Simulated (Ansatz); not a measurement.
Method: Ansatz, DFT PBE, scalar-relativistic, plane waves, PAW, and for the lanthanide a 4f-in-core norm-conserving potential. All cells share a 660 eV cutoff and Γ-centred k meshes spaced at most about 0.3 Å⁻¹ (about 0.25 or finer for metals, 2π included). No spin polarisation in the final relaxations.

Temperature and zero-point effects are left out.

Compare these two cells of PrMo2, each relaxed at this level.

A. Space group P4/mmm (No. 123), tetragonal, a = 3.019 Å, c = 7.330 Å. Around Pr lie 4 Pr at 3.02 Å, 8 Mo at 3.35 Å and 4 Pr at 4.27 Å; Mo has 1 Mo at 2.18 Å, 4 Mo at 3.02 Å and 4 Pr at 3.35 Å.

B. Space group P6/mmm (No. 191), hexagonal, a = 4.126 Å, c = 4.971 Å. Around Pr lie 12 Mo at 3.44 Å and 6 Pr at 4.13 Å; Mo is surrounded by 3 Mo at 2.38 Å and 6 Pr at 3.44 Å.

Question: Which is lower in energy, and by how much?

Answer: B is lower, by 0.55 eV/atom. A has space group P4/mmm (No. 123), 22.3 Å³/atom and no gap on its mesh; B has the AlB2 type, space group P6/mmm (No. 191), 24.4 Å³/atom and no gap. Counting all near atoms (those within 1.25 times the shortest distance at each site; a plus sign parts nearer from farther groups), A has Pr 4+8, Mo 1 and B has Pr 12+6, Mo 3. The lower one is the more open, so pressure narrows the difference. Even the lower one lies +0.52 eV/atom against the reference forms of the elements (uncorrected), so neither is stable at this level. Both come from invented guesses. A third cell relaxed alike, in I4/mmm, lies 149 meV/atom below the lower of the two.

Cells relaxed within their symmetry can be saddle points.

The lanthanide is trivalent by construction, without f bands, f moments or other valences.
